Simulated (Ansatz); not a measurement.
A 6-atom cell of NaFeN (P6_3mc) from a materials database, relaxed with r2SCAN, was run in the plane-wave code Ansatz under altered settings. All numbers are computed, without spin polarisation but where a row says otherwise.

```xyz
6
Lattice="2.9738 0.0000 0.0000 -1.4869 2.5754 0.0000 0.0000 0.0000 9.7327" Properties=species:S:1:pos:R:3 pbc="T T T"
Na    1.4869    0.8585    7.4048
Na    0.0000    1.7170    2.5384
Fe    0.0000    0.0000    5.0439
Fe    0.0000    0.0000    0.1775
N     0.0000    1.7170    5.5047
N     1.4869    0.8585    0.6384
```

The base run's other keys:
```yaml
kpoints:
  mp_grid: { grid: [6, 6, 2] }
hamiltonian:
  xc: hse06
scf:
  occupations: { method: fixed }
  n_extra_bands: 5
```

It takes 27 iterations with 1401 plane waves at 420 eV and 14 k points, and leaves a mean stress of -2.15 GPa. The gap over this mesh is 1.206 eV. It ran on 4 threads of Intel(R) Xeon(R) Processor @ 2.50GHz (Skylake/Cascade Lake) (shared host).

Outcomes, with energy and stress as changes against the base:

| setting | outcome | ΔF (meV/atom) | Δ mean stress (GPa) | gap on the mesh (eV) | iterations | wall time |
| --- | --- | --- | --- | --- | --- | --- |
| PBE hybrid, exx coeff 0.75, unscreened | cut off | – | – | – | 50 | 2.5 min |
| scf.occupations: fermi_dirac 0.001 | converged | 0.0 | 0.0 | 1.206 | 30 | 120 s |

A dash marks a value that wasn't obtained or can't be compared. «Cut off» means the job's short time limit, which needn't be the setting's fault. Stress is positive in compression. The base took 90 s. The base's mesh is coarse for a hybrid, so its own values aren't converged.

- PBE hybrid, exx coeff 0.75, unscreened. It was cut off at its time limit, after 50 iterations (the base needs 27).

Within 1 meV an atom, 0.1 GPa and 0.005 eV of the base stay: scf.occupations: fermi_dirac 0.001.

The stress of a hybrid is loosely converged in these runs.

The meshes of the hybrids are coarse, so their gaps aren't converged to the digits shown.
